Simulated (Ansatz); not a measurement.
Consider the following.

KHgF$_{3}$:
```xyz
5
Lattice="3.1943 -3.1951 0.0000 3.1943 3.1951 0.0000 0.0000 0.0000 4.5184" Properties=species:S:1:pos:R:3 pbc="T T T"
K      0.0000     0.0000     2.2592
Hg     3.1943     0.0000     0.0000
F      1.5971     1.5975     0.0000
F      1.5971    -1.5975     0.0000
F      3.1943     0.0000     2.2592
```

This is the r²SCAN-relaxed structure.

Question: All from r²SCAN in the plane-wave PAW code Ansatz, unless another level is named. Predict the smallest direct gap on the standard path.

Answer: 3.85 eV.

Question: Give the band gap.

Answer: 1.08 eV (indirect).

Question: Next, the HSE06 gap on the r²SCAN cell?

Answer: 2.27 eV.

Space group Pm-3m (cubic perovskite). The first step of the workflow began from a Materials Project structure, measured or hypothetical; the Crystallography Open Database copy checked does not list it. COD files the formula under space group No. 65. Its standing as an ambient phase is unchecked. Symmetry was held in the r²SCAN relaxation; whether a distortion lowers the energy is not shown. Spin–orbit coupling is left out wherever it is not named.

Potentials: the later of the program's two PAW sets.
